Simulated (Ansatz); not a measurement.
# Wurtzite alloy of ZnO and MgO (30 of 48 Zn sites exchanged), 96 atoms

Theory: DFT, HSE06, PAW, plane waves in Ansatz 0.2.0.

Input:

```yaml
crystal:
  lattice:
    - [9.784987, 0.000000, 0.000000]
    - [0.000000, 11.315614, 0.000000]
    - [0.000000, 0.000000, 10.275555]
  atoms:
    - { symbol: Mg, position: [0.167627, 0.083771, 0.248079] }
    - { symbol: Mg, position: [0.169502, 0.083125, 0.748166] }
    - { symbol: Mg, position: [0.999954, 0.332132, 0.249215] }
    - { symbol: Mg, position: [0.999183, 0.331892, 0.749018] }
    - { symbol: Mg, position: [0.167868, 0.583365, 0.249094] }
    - { symbol: Mg, position: [0.167273, 0.582675, 0.749197] }
    - { symbol: Mg, position: [0.999698, 0.833832, 0.248963] }
    - { symbol: Mg, position: [0.000629, 0.832440, 0.749239] }
    - { symbol: Mg, position: [0.832392, 0.083632, 0.245981] }
    - { symbol: Mg, position: [0.499975, 0.582008, 0.246049] }
    - { symbol: Mg, position: [0.333903, 0.834020, 0.245983] }
    - { symbol: Mg, position: [0.832050, 0.583403, 0.248932] }
    - { symbol: Mg, position: [0.832593, 0.583104, 0.749281] }
    - { symbol: Mg, position: [0.666261, 0.834236, 0.245862] }
    - { symbol: Mg, position: [0.998935, 0.166922, 0.498656] }
    - { symbol: Mg, position: [0.000719, 0.168367, 0.998339] }
    - { symbol: Mg, position: [0.167675, 0.415973, 0.497897] }
    - { symbol: Mg, position: [0.167789, 0.416021, 0.998131] }
    - { symbol: Mg, position: [0.999838, 0.666909, 0.498413] }
    - { symbol: Mg, position: [0.000049, 0.666601, 0.999341] }
    - { symbol: Mg, position: [0.335231, 0.666034, 0.498729] }
    - { symbol: Mg, position: [0.333577, 0.665288, 0.997416] }
    - { symbol: Mg, position: [0.169203, 0.916564, 0.498620] }
    - { symbol: Mg, position: [0.167319, 0.917619, 0.998550] }
    - { symbol: Mg, position: [0.831981, 0.416242, 0.497575] }
    - { symbol: Mg, position: [0.832164, 0.415974, 0.998274] }
    - { symbol: Mg, position: [0.664862, 0.666445, 0.498537] }
    - { symbol: Mg, position: [0.666323, 0.665250, 0.997530] }
    - { symbol: Mg, position: [0.830560, 0.917906, 0.499059] }
    - { symbol: Mg, position: [0.832557, 0.917242, 0.997033] }
    - { symbol: Zn, position: [0.500124, 0.084228, 0.245557] }
    - { symbol: Zn, position: [0.501249, 0.084014, 0.745059] }
    - { symbol: Zn, position: [0.333992, 0.332780, 0.246417] }
    - { symbol: Zn, position: [0.334009, 0.333447, 0.745972] }
    - { symbol: Zn, position: [0.834048, 0.083422, 0.749456] }
    - { symbol: Zn, position: [0.665846, 0.332664, 0.246462] }
    - { symbol: Zn, position: [0.666853, 0.333317, 0.745904] }
    - { symbol: Zn, position: [0.500247, 0.583627, 0.749670] }
    - { symbol: Zn, position: [0.333969, 0.833569, 0.749519] }
    - { symbol: Zn, position: [0.665255, 0.834065, 0.749704] }
    - { symbol: Zn, position: [0.334207, 0.166167, 0.496154] }
    - { symbol: Zn, position: [0.333987, 0.166128, 0.996458] }
    - { symbol: Zn, position: [0.667034, 0.165589, 0.495571] }
    - { symbol: Zn, position: [0.665217, 0.166658, 0.995746] }
    - { symbol: Zn, position: [0.500044, 0.416323, 0.495508] }
    - { symbol: Zn, position: [0.499859, 0.413542, 0.995652] }
    - { symbol: Zn, position: [0.499939, 0.914665, 0.495552] }
    - { symbol: Zn, position: [0.499863, 0.917042, 0.996998] }
    - { symbol: O, position: [0.000354, 0.166389, 0.191478] }
    - { symbol: O, position: [0.001651, 0.165703, 0.691854] }
    - { symbol: O, position: [0.333444, 0.166781, 0.189473] }
    - { symbol: O, position: [0.334672, 0.167105, 0.689333] }
    - { symbol: O, position: [0.166075, 0.416705, 0.191607] }
    - { symbol: O, position: [0.165728, 0.416284, 0.691318] }
    - { symbol: O, position: [0.000000, 0.666421, 0.193347] }
    - { symbol: O, position: [0.999996, 0.665935, 0.692454] }
    - { symbol: O, position: [0.666293, 0.166978, 0.188823] }
    - { symbol: O, position: [0.668237, 0.166571, 0.689156] }
    - { symbol: O, position: [0.499971, 0.415889, 0.188948] }
    - { symbol: O, position: [0.500393, 0.417563, 0.689325] }
    - { symbol: O, position: [0.333798, 0.666804, 0.190674] }
    - { symbol: O, position: [0.333584, 0.666737, 0.692071] }
    - { symbol: O, position: [0.166526, 0.917148, 0.191832] }
    - { symbol: O, position: [0.166976, 0.916586, 0.691987] }
    - { symbol: O, position: [0.833781, 0.416669, 0.191655] }
    - { symbol: O, position: [0.834032, 0.416974, 0.690884] }
    - { symbol: O, position: [0.666091, 0.666901, 0.190741] }
    - { symbol: O, position: [0.666536, 0.667244, 0.691885] }
    - { symbol: O, position: [0.499963, 0.917690, 0.189998] }
    - { symbol: O, position: [0.499767, 0.916847, 0.689529] }
    - { symbol: O, position: [0.833389, 0.916908, 0.190412] }
    - { symbol: O, position: [0.833367, 0.916391, 0.692576] }
    - { symbol: O, position: [0.165955, 0.083142, 0.441458] }
    - { symbol: O, position: [0.166093, 0.083466, 0.940910] }
    - { symbol: O, position: [0.999776, 0.333434, 0.442436] }
    - { symbol: O, position: [0.999960, 0.334142, 0.942007] }
    - { symbol: O, position: [0.500223, 0.081958, 0.439323] }
    - { symbol: O, position: [0.499842, 0.082659, 0.938125] }
    - { symbol: O, position: [0.333648, 0.332560, 0.439745] }
    - { symbol: O, position: [0.333012, 0.332151, 0.939158] }
    - { symbol: O, position: [0.167398, 0.583273, 0.442852] }
    - { symbol: O, position: [0.166503, 0.582784, 0.942294] }
    - { symbol: O, position: [0.999525, 0.834570, 0.443361] }
    - { symbol: O, position: [0.000238, 0.833552, 0.942506] }
    - { symbol: O, position: [0.833847, 0.083105, 0.438679] }
    - { symbol: O, position: [0.834064, 0.084020, 0.943033] }
    - { symbol: O, position: [0.666217, 0.332267, 0.439820] }
    - { symbol: O, position: [0.666815, 0.332483, 0.938854] }
    - { symbol: O, position: [0.500091, 0.582722, 0.438696] }
    - { symbol: O, position: [0.499954, 0.581507, 0.942856] }
    - { symbol: O, position: [0.333280, 0.831696, 0.438840] }
    - { symbol: O, position: [0.333083, 0.832445, 0.943177] }
    - { symbol: O, position: [0.832386, 0.583392, 0.442584] }
    - { symbol: O, position: [0.833441, 0.582811, 0.942400] }
    - { symbol: O, position: [0.666951, 0.832203, 0.438881] }
    - { symbol: O, position: [0.666430, 0.832283, 0.943000] }
  symmetry: { detect: false }
kpoints:
  mp_grid: { grid: [1, 1, 1], shift: [0.25, 0.25, 0.25] }
hamiltonian:
  xc: hse06
scf:
  occupations: { method: fermi_dirac, width: 0.01 }
output:
  forces: true
  eigenvalues: true
  populations: true
  eigenstates: { kpoints: [[0.25, 0.25, 0.25]], e_range: [-6.0, 6.0], localisation: true }
  write_density: true
  write_potential: true
  elf: true
  volumetric_format: npy
```

Launch command:

```sh
ansatz run in.yaml --threads 4 --pin off --max-ram 42750MiB --runs-dir r --events-out ev --progress --plain --backend cuda --devices 0, --max-vram 37GiB
```

The program printed, less machine lines and repeats, with […] for rows cut from tables:

```
Pseudopotentials: kind: paw
Functional definition: HSE06
  parameter a = 0.25
  parameter omega = 0.11/bohr
  exchange = pbe_x - a*pbe_x_sr(omega) + a*exact_x_sr(omega)
  correlation = pbe_c
Crystal: 96 atoms, lattice volume = 1137.742 Å³
Basis set: ecut = 420 eV, 22263 PW (Γ), exchange–correlation on 144×160×144 points (8 copies of the dense FFT grid, shifted against one another)
Bands: 498, of which v1, the nominal top of the filled ones, is band 402 counted from 1 (401 counted from 0)
Symmetry: 1 space group operations
k-points: 1
Non-local potential: Mg, projectors of the file, l = 0: 3, l = 1: 2, l = 2: 1
Non-local potential: Zn, projectors of the file, l = 0: 2, l = 1: 2, l = 2: 3, l = 3: 1
Non-local potential: O, projectors of the file, l = 0: 2, l = 1: 2, l = 2: 1
PAW form: soft (Blöchl's): semilocal exchange-correlation on the pseudo side does not see the compensation charge
PAW frozen core: Mg, regenerated for the run's functional, and the local potential with it (the file was generated under x = pbe(κ = 0.804, μ = 0.2195149727645171), c = pbe(β = 0.06672455060314922))
PAW frozen core: Zn, regenerated for the run's functional, and the local potential with it (the file was generated under x = pbe(κ = 0.804, μ = 0.2195149727645171), c = pbe(β = 0.06672455060314922))
PAW frozen core: O, regenerated for the run's functional, and the local potential with it (the file was generated under x = pbe(κ = 0.804, μ = 0.2195149727645171), c = pbe(β = 0.06672455060314922))
PAW one-centre angular grid: Mg, 110 points (default); XC on 96 Gauss nodes
PAW one-centre angular grid: Zn, 590 points (default); XC on 64 Gauss nodes
PAW one-centre angular grid: O, 110 points (default); XC on 96 Gauss nodes
Initial density: superposition of atomic densities (neutral atoms: chi_scale 0, normalization atom), corrected by the library's trained network
Initial wavefunctions: pseudopotential atomic-orbital guess
Functional: x = pbe(κ = 0.804, μ = 0.2195149727645171), c = pbe(β = 0.06672455060314922), warm-up for x = pbe(κ = 0.804, μ = 0.2195149727645171) + 0.25 (exact − pbe) at short range (hse, ω = 0.20786987370883472 Å⁻¹), c = pbe(β = 0.06672455060314922); HSE06 as pw.x's `hse` composes it (authors' and Libxc's form: `xc: wpbeh`)
SCF iter   1: F=—  HF=-144783.291411 eV  |F-HF|=—  |Δ(HF+E_count)|=         —  Δρ=2.13e-3  dr2=6.39e-2  ethr=1.77e-3  ⟨swp⟩=20.0  Hψ=2358  notcnv=1
preconditioner: auto → none  [insulator: Δε(μ)=2.898 eV  Ē_g=13.465 eV  σ=0.010 eV  W_gap=1.00  n_scr=328 (ndim 8)  ℏωp=26.1 eV  f_vac=0.036  D(μ)=0.00/eV (n_scr^D=0)]
SCF iter   2: F=—  HF=-144783.290258 eV  |F-HF|=—  |Δ(HF+E_count)|=   1.15e-3  Δρ=2.02e-3  dr2=4.35e-2  ethr=7.94e-6  ⟨swp⟩=9.0  Hψ=1850  notcnv=0  defer=7
iter 3 solved again at ethr=1.64e-7 eV; its pass at ethr=5.41e-6 eV (dr2=1.32e-3 eV) is discarded
SCF iter   3: F=—  HF=-144783.278230 eV  |F-HF|=—  |Δ(HF+E_count)|=   1.20e-2  Δρ=4.76e-4  dr2=1.33e-3  ethr=1.64e-7  ⟨swp⟩=7.0  Hψ=2426  notcnv=0  defer=5
SCF iter   4: F=-144783.277801 eV  HF=-144783.278370 eV  |F-HF|=5.70e-4  |Δ(HF+E_count)|=   1.40e-4  Δρ=3.09e-4  dr2=7.87e-4  ethr=1.64e-7  ⟨swp⟩=7.0  Hψ=1371  notcnv=0  defer=3
SCF 1 stopped early in 4 iterations: F = -144783.277801 eV  dr2 = 7.87e-4
  greatest PAW one-centre occupation: 1.000 electrons in one spin orbital (limit 2), on the Mg atom at site 27 (counted from 0), in its partial waves of l = 0
Initial density: handed on by an earlier stage of this run
Initial wavefunctions: those handed on with the density
Functional: x = pbe(κ = 0.804, μ = 0.2195149727645171) + 0.25 (exact − pbe) at short range (hse, ω = 0.20786987370883472 Å⁻¹), c = pbe(β = 0.06672455060314922); HSE06 as pw.x's `hse` composes it (authors' and Libxc's form: `xc: wpbeh`)
Exchange kernel: α = 0.2500, screened, ω = 0.2079 Å⁻¹, Wigner–Seitz truncation, v(0) = 923.5818 eV·Å³, q-mesh 1×1×1, nearest image of the exchange supercell L = 9.78 Å, pair-density grid 48×60×50, without the augmentation charges, whose exchange is taken in its separable form (sized by the pseudopotential files, 72×80×72 at the most), smooth part of the exchange summed in real space on grids 70×78
Frozen-core exchange: fock
SCF iter   1: F=—  HF=-144786.213211 eV  |F-HF|=—  |Δ(HF+E_count)|=         —  Δρ=1.73e-2  dr2=1.93e0  ethr=9.79e-7  ⟨swp⟩=15.0  Hψ=2487  notcnv=0
preconditioner: auto → none  [insulator: Δε(μ)=4.623 eV  Ē_g=16.120 eV  σ=0.010 eV  W_gap=1.00  n_scr=328 (ndim 8)  ℏωp=26.1 eV  f_vac=0.036  D(μ)=0.00/eV (n_scr^D=0)]
SCF iter   2: F=—  HF=-144785.604402 eV  |F-HF|=—  |Δ(HF+E_count)|=   6.09e-1  Δρ=4.25e-3  dr2=1.26e-1  ethr=9.79e-7  ⟨swp⟩=6.0  Hψ=2052  notcnv=0
SCF iter   3: F=—  HF=-144785.845968 eV  |F-HF|=—  |Δ(HF+E_count)|=   2.42e-1  Δρ=4.11e-3  dr2=9.79e-2  ethr=9.79e-7  ⟨swp⟩=6.0  Hψ=1879  notcnv=0
SCF iter   4: F=—  HF=-144785.826624 eV  |F-HF|=—  |Δ(HF+E_count)|=   1.93e-2  Δρ=1.50e-3  dr2=1.70e-2  ethr=9.79e-7  ⟨swp⟩=4.0  Hψ=1565  notcnv=0
SCF iter   5: F=—  HF=-144785.825204 eV  |F-HF|=—  |Δ(HF+E_count)|=   1.42e-3  Δρ=3.60e-4  dr2=2.54e-3  ethr=9.79e-7  ⟨swp⟩=3.0  Hψ=1301  notcnv=0
SCF iter   6: F=—  HF=-144785.838978 eV  |F-HF|=—  |Δ(HF+E_count)|=   1.38e-2  Δρ=5.95e-4  dr2=2.23e-3  ethr=1.53e-7  ⟨swp⟩=8.0  Hψ=1598  notcnv=0  defer=1
SCF iter   7: F=-144785.837853 eV  HF=-144785.837870 eV  |F-HF|=1.73e-5  |Δ(HF+E_count)|=   1.11e-3  Δρ=6.65e-5  dr2=6.11e-5  ethr=1.53e-7  ⟨swp⟩=4.0  Hψ=1269  notcnv=0
SCF 2 stopped early in 7 iterations: F = -144785.837853 eV  dr2 = 6.11e-5
  Residual-converged pass: ⟨swp⟩=4.0  Hψ=1488  notcnv=0  max |occ|·‖R‖ = 3.9e-6 eV (tolerance 6.7e-6 eV)  dr2=6.14e-5  dr2_onsite=5.92e-6  max |Δocc| = 0.0e0
hybrid outer 1: dexx = +3.369e-1 eV, tail = 1.24e-3 eV
SCF iter   1: F=—  HF=-144785.825504 eV  |F-HF|=—  |Δ(HF+E_count)|=         —  Δρ=9.69e-5  dr2=9.40e-5  ethr=7.73e-7  ⟨swp⟩=17.0  Hψ=1145  notcnv=0
preconditioner: auto → none  [insulator: Δε(μ)=4.551 eV  Ē_g=15.960 eV  σ=0.010 eV  W_gap=1.00  n_scr=328 (ndim 8)  ℏωp=26.1 eV  f_vac=0.049  D(μ)=0.00/eV (n_scr^D=0)]
SCF iter   2: F=—  HF=-144785.825507 eV  |F-HF|=—  |Δ(HF+E_count)|=   2.30e-6  Δρ=2.01e-5  dr2=3.28e-6  ethr=1.07e-8  ⟨swp⟩=4.0  Hψ=1407  notcnv=0
SCF iter   3: F=—  HF=-144785.825520 eV  |F-HF|=—  |Δ(HF+E_count)|=   1.38e-5  Δρ=1.38e-5  dr2=1.52e-6  ethr=2.25e-10  ⟨swp⟩=7.0  Hψ=1770  notcnv=0  defer=4
SCF iter   4: F=—  HF=-144785.825520 eV  |F-HF|=—  |Δ(HF+E_count)|=   7.07e-8  Δρ=4.70e-6  dr2=1.34e-7  ethr=1.80e-10  ⟨swp⟩=5.0  Hψ=1161  notcnv=0
SCF iter   5: F=-144785.825521 eV  HF=-144785.825521 eV  |F-HF|=5.08e-8  |Δ(HF+E_count)|=   3.10e-7  Δρ=3.05e-6  dr2=8.05e-8  ethr=1.27e-11  ⟨swp⟩=8.0  Hψ=1421  notcnv=0  defer=11
SCF 3 converged in 5 iterations: F = -144785.825521 eV  dr2 = 8.05e-8
  Residual-converged pass: ⟨swp⟩=3.0  Hψ=912  notcnv=0  max |occ|·‖R‖ = 3.0e-6 eV (tolerance 3.1e-6 eV)  dr2=8.14e-8  dr2_onsite=1.70e-8  max |Δocc| = 0.0e0
hybrid outer 2: dexx = +1.458e-5 eV, tail = 4.03e-7 eV, Δε = 3.47e-3 eV (about 9.88e-5 eV left of the loop's levels), ΔF = 5.50e-3 eV/Å (tail 8.32e-4)
NSCF: frozen V_eff on 1 k-points
hybrid SCF converged: 2 outer / 12 inner (+4 warm-up), last move |dexx| = 1.46e-5 eV, tail = 4.03e-7 eV
Stability not checked: this state was not tested for a lower state beside it, because the functional holds exact exchange (a hybrid, or Hartree-Fock), whose exchange loop this test does not read (fock_operator; see scf.lower_state_search)
Free energy (F): -144785.825519 eV
Harris-Foulkes:  -144785.825519 eV  (|F-HF|=5.08e-8)
Internal energy: -144785.825519 eV  (E = F + TS)
E sigma→0 (E₀):  -144785.825519 eV
Fermi energy:    7.026423 eV
--- Per-component energies (eV) ---
  E_band       = -11530.357899
  E_kinetic    = 13185.756201
  E_local      = -93086.833083  (includes V_loc(G=0)·N_el)
  E_nonlocal   = 16311.985798
  E_hartree    = 35400.111526
  E_xc         = -5537.553375
  E_vxc        = -5287.874094  (∫ρ·V_xc dr)
  E_exx        = -3245.804965  (= α·E_x^exact, valence–valence)
  E_paw        = -47517.553898  (= ΣΔE_a)
  E_vpaw       = -6962.128357  (= ΣTr[D̂ρ^β])
  E_aug_tail   = 0.110840  (compensation charges beyond the density's cutoff)
  E_ewald      = -60305.250445
  E_core_change = 9.205894  (= ΣΔE_core)
  E_smearing   = -0.000000  (= −TS)
  E_closure    = -0.000012  (closes the sum)
  Σ components = -144785.825519   (vs F -144785.825519, Δ=2.91e-11)
--- Forces (eV/Å), atoms counted from 1 ---
  atom   1  Mg    -0.02915106    -0.01732826     0.00947250
  atom   2  Mg    -0.03670265     0.00168623    -0.01149459
  atom   3  Mg    -0.00046227     0.02901601    -0.00584671
  atom   4  Mg     0.02241189     0.03349815    -0.01890986
  atom   5  Mg    -0.02048952     0.00507265     0.00327448
  atom   6  Mg    -0.02921729    -0.00144464    -0.01873483
  atom   7  Mg    -0.00187954     0.00049940     0.01592544
  atom   8  Mg    -0.00718047     0.00770380    -0.01551658
  atom   9  Mg     0.02776557    -0.01742931     0.00431028
  atom  10  Mg     0.00100242     0.03220366     0.00008416
  atom  11  Mg    -0.01204694    -0.02760979     0.01205237
  atom  12  Mg     0.01919751     0.00547235     0.00389745
  atom  13  Mg     0.02916858     0.00174866    -0.01981784
  atom  14  Mg     0.01329765    -0.02748547     0.01214388
  atom  15  Mg     0.02485685    -0.02088839    -0.00939510
  atom  16  Mg    -0.00689509    -0.03130685     0.01283954
  atom  17  Mg    -0.02636003     0.01534724     0.01089996
  atom  18  Mg    -0.02784936     0.01453480     0.00857629
  atom  19  Mg    -0.00262423     0.00449052     0.01226203
  atom  20  Mg    -0.00066243     0.00064204     0.01576403
  atom  21  Mg    -0.03925069     0.00133655    -0.02104672
  atom  22  Mg    -0.01015668     0.01483598     0.03910068
  atom  23  Mg    -0.06002221    -0.00763693    -0.01241504
  atom  24  Mg    -0.02984144    -0.02128188     0.01497356
  atom  25  Mg     0.02521239     0.01815806     0.00863728
  atom  26  Mg     0.02620301     0.01513372     0.00988502
  atom  27  Mg     0.03892677     0.00265595    -0.01952001
  atom  28  Mg     0.00728128     0.01520429     0.03939819
  atom  29  Mg     0.06002835    -0.03580204    -0.01900117
  atom  30  Mg     0.02984341    -0.01534762     0.03668345
  atom  31  Zn    -0.00027419    -0.01447458     0.02215389
  atom  32  Zn    -0.00274827    -0.00987120    -0.00501374
  atom  33  Zn    -0.01444486     0.01059172     0.00552349
  atom  34  Zn    -0.00880839     0.00447703    -0.00598928
  atom  35  Zn     0.00596233    -0.00532870    -0.00831238
  atom  36  Zn     0.01686204     0.01122889     0.00546643
  atom  37  Zn     0.00126274     0.00127315    -0.01045402
  atom  38  Zn    -0.00017844    -0.01277399    -0.01458312
  atom  39  Zn    -0.00564949    -0.00085848    -0.01030798
  atom  40  Zn     0.01713297    -0.00432381    -0.01622017
  atom  41  Zn    -0.00729211    -0.00541518     0.00127227
  atom  42  Zn    -0.01133132    -0.00389271    -0.00444033
  atom  43  Zn    -0.00893361     0.00285386     0.00646381
  atom  44  Zn     0.01827391    -0.00939675     0.00619014
  atom  45  Zn     0.00029922    -0.00133965     0.01682548
  atom  46  Zn     0.00043116     0.02754804     0.01458318
  atom  47  Zn     0.00044008     0.01752736     0.00423165
  atom  48  Zn     0.00094022    -0.00866721     0.01149130
  atom  49  O      0.00452476     0.01831057    -0.01083121
  atom  50  O      0.09049229     0.07439629    -0.04290068
  atom  51  O     -0.13009799    -0.07391333     0.04677257
  atom  52  O     -0.13037425    -0.08024063     0.05295464
  atom  53  O     -0.08758722     0.05115968    -0.04694436
  atom  54  O     -0.08736756     0.05756615    -0.04182038
  atom  55  O      0.00116718     0.00879389    -0.01542687
  atom  56  O      0.00313939     0.01170474     0.00032904
  atom  57  O      0.12658909    -0.07286891     0.04888145
  atom  58  O      0.00406729     0.00097193     0.00765101
  atom  59  O     -0.00127661     0.14170030     0.05082838
  atom  60  O     -0.00041112     0.00220598     0.00989246
  atom  61  O     -0.00384549    -0.01338220    -0.01085760
  atom  62  O     -0.10591214    -0.06765574    -0.08696575
  atom  63  O      0.01085024     0.00822757    -0.01571009
  atom  64  O     -0.08689018     0.06117908    -0.04155418
  atom  65  O      0.08784196     0.05096821    -0.04534802
  atom  66  O      0.08944075     0.04886280    -0.03773296
  atom  67  O      0.00345168    -0.01337987    -0.01161964
  atom  68  O      0.10213065    -0.06987722    -0.08364523
  atom  69  O     -0.00069172    -0.13701710     0.08296145
  atom  70  O     -0.00088616    -0.00682421     0.01024161
  atom  71  O     -0.01009896     0.00553994    -0.00771808
  atom  72  O      0.09559207    -0.05663993    -0.08475521
  atom  73  O     -0.08289762    -0.05506365    -0.04776961
  atom  74  O     -0.08520265    -0.05965657    -0.04765237
  atom  75  O     -0.00259651    -0.01298494    -0.01927960
  atom  76  O     -0.00251725    -0.01867487    -0.01439801
  atom  77  O      0.00172161     0.00006133     0.00115955
  atom  78  O      0.00041122     0.00299490     0.01337056
  atom  79  O     -0.12841633     0.07900618     0.04746890
  atom  80  O     -0.12561346     0.07602051     0.05621455
  atom  81  O      0.00712918    -0.01050496    -0.01604210
  atom  82  O      0.01370036    -0.00383327    -0.01690995
  atom  83  O      0.00491536    -0.01470035    -0.01608252
  atom  84  O     -0.00102614    -0.00616054    -0.01812860
  atom  85  O      0.09298834    -0.05660667    -0.02513832
  atom  86  O      0.10372178    -0.06752438     0.06493313
  atom  87  O      0.13155175     0.08003715     0.04730072
  atom  88  O      0.12822027     0.07730266     0.05437887
  atom  89  O     -0.00064467     0.12945588    -0.02362529
  atom  90  O      0.00122829     0.13985995     0.06491940
  atom  91  O     -0.10057115    -0.04874267    -0.02280621
  atom  92  O     -0.10997356    -0.05779793     0.06521778
  atom  93  O     -0.00467108    -0.01062696    -0.01567993
  atom  94  O     -0.01250480    -0.00289350    -0.01733174
  atom  95  O      0.09784757    -0.04759960    -0.02232883
  atom  96  O      0.11299306    -0.05607724     0.06379499
  max |Σ_I F_I| component: 3.70e-4 eV/Å
--- Band table (eV) ---
  k-point 0: bands = ["-71.9639", "-71.9485", "-71.9481", "-71.9472", "-71.9468", "-71.9432", "-71.9430", "-71.9417", "-71.9358", "-71.9347", "-71.9339", "-71.9322", "-71.9321", "-71.9315", "-71.9314", "-71.9299", "-71.9245", "-71.9243", "-71.9239", "-71.9237", "-71.9234", "-71.9224", "-71.9127", "-71.9102", "-71.9071", "-71.8979", "-71.8954", "-71.8940", "-71.8827", "-71.8799", "-36.8841", "-36.8 …
--- Löwdin populations: 96 sites ---
  site symbol       q [e]
     0     Mg      8.4313
     1     Mg      8.4279
     2     Mg      8.4337
     3     Mg      8.4318
     4     Mg      8.4358
     5     Mg      8.4324
     6     Mg      8.4378
     7     Mg      8.4329
     8     Mg      8.4309
     9     Mg      8.4311
    10     Mg      8.4324
    11     Mg      8.4357
    12     Mg      8.4322
    13     Mg      8.4323
[…]
    83      O      7.4305
    84      O      7.3988
    85      O      7.3697
    86      O      7.3396
    87      O      7.3403
    88      O      7.3994
    89      O      7.3709
    90      O      7.3985
    91      O      7.3695
    92      O      7.4305
    93      O      7.4320
    94      O      7.3982
    95      O      7.3700
  spilling = 0.008649 (of n_electrons = 804.000000)
```

Absolute energies hang on the potentials; compare differences alone.

Time: 50 s of wall time on one NVIDIA H100 with 4 processor threads, on a host shared with other runs; peak host memory 3.7 GiB.
